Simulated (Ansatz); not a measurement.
## BN (F-43m): one-shot GW input and result

All numbers below come from G0W0@PBE, plasmon-pole screening, hard PAW set made for 700 eV in Ansatz 0.2.0-dev.

Input files:

```json
{
 "crystal": {"lattice": [[0.0, 1.808, 1.808], [1.808, 0.0, 1.808], [1.808, 1.808, 0.0]], "atoms": [{"symbol": "B", "position": [0, 0, 0]}, {"symbol": "N", "position": [0.25, 0.25, 0.25]}]},
 "kpoints": {"mp_grid": {"grid": [6, 6, 6], "shift": [0, 0, 0]}},
 "hamiltonian": {"xc": "pbe", "pseudopotentials": {"kind": "paw", "azcp": {"B": "pseudopotentials/B.paw.azcp", "N": "pseudopotentials/N.paw.azcp"}}},
 "scf": {"occupations": {"method": "fixed"}, "convergence": {"dr2_threshold": "1e-9 eV"}, "lower_state_search": "off"},
 "output": {"forces": false, "stress": false},
 "gw": {"n_empty_bands": 115, "ecut_chi": 180.0, "qp_bands": ["v1", "c1"], "qp_kpoints": [[0, 0, 0], [0, 0.5, 0.5], [0, 0, 0.5]], "ecutfock_ratio": 2},
 "basis": {"ecutwfc": 700}
}
```

The input is rewritten from the run's settings (development build, wave cutoff 700 eV).

Levels count from the highest filled Kohn-Sham level listed; ε_QP = ε_KS + Z(Σ − Vxc). VB is the top filled band, CB the lowest empty one.

| k | band | ε_KS (eV) | Σx − Vxc (eV) | Σc (eV) | Z | ε_QP (eV) |
| --- | --- | --- | --- | --- | --- | --- |
| Γ | VB | 0.00 | -3.58 | 2.42 | 0.83 | -0.96 |
| Γ | CB | 8.82 | 6.74 | -5.30 | 0.84 | 10.04 |
| L | VB | -1.94 | -4.22 | 2.84 | 0.82 | -3.08 |
| L | CB | 10.14 | 6.69 | -5.51 | 0.83 | 11.12 |
| X | VB | -4.90 | -5.14 | 3.45 | 0.82 | -6.28 |
| X | CB | 4.46 | 5.27 | -4.54 | 0.85 | 5.09 |

The gap (from Γ to X) opens from 4.46 eV to 6.05 eV.

Electronic (ion-clamped) dielectric constant on this mesh, from the head of the inverse dielectric matrix: 4.5.

Band sums or response are cut, so the gap isn't at its basis limit. The gap is read among the points solved; the crystal's band edges can lie elsewhere.
